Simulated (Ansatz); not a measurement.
# ScTi2O2: zone-centre modes

Level of theory: DFT PBE, scalar-relativistic, plane waves, PAW in Ansatz. Plane waves to 420 eV; Γ-centred k mesh 12×12×12; Gaussian smearing of 0.10 eV. No spin polarisation. Phonons by linear response, acoustic sum rule imposed.

Equilibrium structure at this level:
```
Sc Ti O
1.0
     1.52395    0.87985    7.40999
    -1.52395    0.87985    7.40999
     0.00000   -1.75970    7.40999
Sc Ti O
1 2 2
Cartesian
  0.0000 0.0000 0.0000
  0.0000 0.0000 17.3953
  0.0000 0.0000 4.8347
  0.0000 0.0000 8.7078
  0.0000 0.0000 13.5222
```

It was reached by relaxing an invented guess, and it needn't be the stable form of this composition. In a metal, frequencies depend on the k mesh and the smearing, soft modes most.

Question: Is this structure stable against zone-centre distortions?

Answer: Yes, at Γ: no optical mode is imaginary. Strains and other wave vectors aren't tested by this run.

Question: List the optical modes at Γ (i marks imaginary ones).

Answer:
```csv
frequency (meV),degeneracy
15.6,2
22.7,2
32.1,1
36.3,1
51.4,2
53.2,1
54.0,2
59.6,1
```
